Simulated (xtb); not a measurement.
xtb single point, GFN2-xTB, vacuum, on disulfane, H2S2 (SMILES SS), charge 0, multiplicity 1.

```
xtb m.xyz --gfn 2 --chrg 0 --uhf 0 --norestart --sp

4

S     -0.895534    -0.438404    -0.489811
S      0.897864    -0.446849     0.489811
H     -1.534166     0.441239     0.292762
H      1.534166     0.446849    -0.279809
```

Output:

```

          ...................................................
          :                      SETUP                      :
          :.................................................:
          :  # basis functions                  22          :
          :  # atomic orbitals                  20          :
          :  # shells                            8          :
          :  # electrons                        14          :
          :  max. iterations                   250          :
          :  Hamiltonian                  GFN2-xTB          :
          :  restarted?                      false          :
          :  GBSA solvation                  false          :
          :  PC potential                    false          :
          :  electronic temp.          300.0000000     K    :
          :  accuracy                    1.0000000          :
          :  -> integral cutoff          0.2500000E+02      :
          :  -> integral neglect         0.1000000E-07      :
          :  -> SCF convergence          0.1000000E-05 Eh   :
          :  -> wf. convergence          0.1000000E-03 e    :
          :  Broyden damping             0.4000000          :
          :  net charge                          0          :
          :  unpaired electrons                  0          :
          ...................................................

 iter      E             dE          RMSdq      gap      omega  full diag
   1     -7.5319025 -0.753190E+01  0.795E+00    3.89       0.0  T
   2     -7.5357522 -0.384970E-02  0.338E+00    3.65       1.0  T
   3     -7.5364830 -0.730719E-03  0.584E-01    3.49       1.0  T
   4     -7.5364928 -0.985984E-05  0.101E-01    3.48       1.0  T
   5     -7.5364934 -0.613868E-06  0.376E-02    3.48       1.3  T
   6     -7.5364935 -0.837829E-07  0.136E-02    3.48       3.7  T
   7     -7.5364935 -0.121424E-07  0.225E-03    3.48      22.2  T
   8     -7.5364935 -0.576589E-09  0.346E-04    3.48     144.4  T
   9     -7.5364935 -0.396660E-11  0.954E-05    3.48     524.4  T

   *** convergence criteria satisfied after 9 iterations ***

         #    Occupation            Energy/Eh            Energy/eV
      -------------------------------------------------------------
         1        2.0000           -0.7434541             -20.2304
         2        2.0000           -0.7258556             -19.7515
         3        2.0000           -0.5241620             -14.2632
         4        2.0000           -0.5142528             -13.9935
         5        2.0000           -0.4864045             -13.2357
         6        2.0000           -0.4055689             -11.0361
         7        2.0000           -0.3982491             -10.8369 (HOMO)
         8                         -0.2702184              -7.3530 (LUMO)
         9                         -0.1790026              -4.8709
        10                         -0.1671425              -4.5482
        11                         -0.0416317              -1.1329
        12                         -0.0396002              -1.0776
       ...                                ...                  ...
        20                          0.5656056              15.3909
      -------------------------------------------------------------
                  HL-Gap            0.1280307 Eh            3.4839 eV
             Fermi-level           -0.3342337 Eh           -9.0950 eV


         :::::::::::::::::::::::::::::::::::::::::::::::::::::
         ::                     SUMMARY                     ::
         :::::::::::::::::::::::::::::::::::::::::::::::::::::
         :: total energy              -7.512994829274 Eh    ::
         :: gradient norm              0.000765087668 Eh/a0 ::
         :: HOMO-LUMO gap              3.483892681009 eV    ::
         ::.................................................::
         :: SCC energy                -7.536493499250 Eh    ::
         :: -> isotropic ES            0.004546405767 Eh    ::
         :: -> anisotropic ES          0.000769848211 Eh    ::
         :: -> anisotropic XC          0.006019689859 Eh    ::
         :: -> dispersion             -0.001617130779 Eh    ::
         :: repulsion energy           0.023498669976 Eh    ::
         :: add. restraining           0.000000000000 Eh    ::
         :: total charge              -0.000000000000 e     ::
         :::::::::::::::::::::::::::::::::::::::::::::::::::::

           -------------------------------------------------
          |                Property Printout                |
           -------------------------------------------------

    * Orbital Energies and Occupations

         #    Occupation            Energy/Eh            Energy/eV
      -------------------------------------------------------------
         1        2.0000           -0.7434541             -20.2304
         2        2.0000           -0.7258556             -19.7515
         3        2.0000           -0.5241620             -14.2632
         4        2.0000           -0.5142528             -13.9935
         5        2.0000           -0.4864045             -13.2357
         6        2.0000           -0.4055689             -11.0361
         7        2.0000           -0.3982491             -10.8369 (HOMO)
         8                         -0.2702184              -7.3530 (LUMO)
         9                         -0.1790026              -4.8709
        10                         -0.1671425              -4.5482
        11                         -0.0416317              -1.1329
        12                         -0.0396002              -1.0776
        13                         -0.0342894              -0.9331
        14                         -0.0142929              -0.3889
        15                          0.0038853               0.1057
        16                          0.0408062               1.1104
        17                          0.0426581               1.1608
        18                          0.2600775               7.0771
       ...                                ...                  ...
        20                          0.5656056              15.3909
      -------------------------------------------------------------
                  HL-Gap            0.1280307 Eh            3.4839 eV
             Fermi-level           -0.3342337 Eh           -9.0950 eV

     #   Z          covCN         q      C6AA      α(0)
     1  16 S        1.899    -0.165   148.023    20.477
     2  16 S        1.899    -0.164   148.000    20.476
     3   1 H        0.922     0.165     1.296     1.780
     4   1 H        0.922     0.165     1.297     1.781

 Mol. C6AA /au·bohr⁶  :        707.872024
 Mol. C8AA /au·bohr⁸  :      31760.186737
 Mol. α(0) /au        :         44.514547

Wiberg/Mayer (AO) data.
largest (>0.10) Wiberg bond orders for each atom

 ---------------------------------------------------------------------------
     #   Z sym  total        # sym  WBO       # sym  WBO       # sym  WBO
 ---------------------------------------------------------------------------
     1  16 S    2.214 --     2 S    1.241     3 H    0.949
     2  16 S    2.214 --     1 S    1.241     4 H    0.949
     3   1 H    0.973 --     1 S    0.949
     4   1 H    0.973 --     2 S    0.949
 ---------------------------------------------------------------------------


molecular dipole:
                 x           y           z       tot (Debye)
 q only:       -0.000       0.552       0.005
   full:       -0.000       0.695       0.007       1.767
molecular quadrupole (traceless):
                xx          xy          yy          xz          yz          zz
 q only:        1.915       0.013      -0.817      -1.550       0.007      -1.098
  q+dip:        0.977       0.029       0.222      -3.706       0.014      -1.200
   full:        1.818       0.025      -0.417      -3.187       0.011      -1.401

           -------------------------------------------------
          | TOTAL ENERGY               -7.512994829274 Eh   |
          | GRADIENT NORM               0.000765087668 Eh/α |
          | HOMO-LUMO GAP               3.483892681009 eV   |
           -------------------------------------------------
```

The total energy is -204.44 eV.
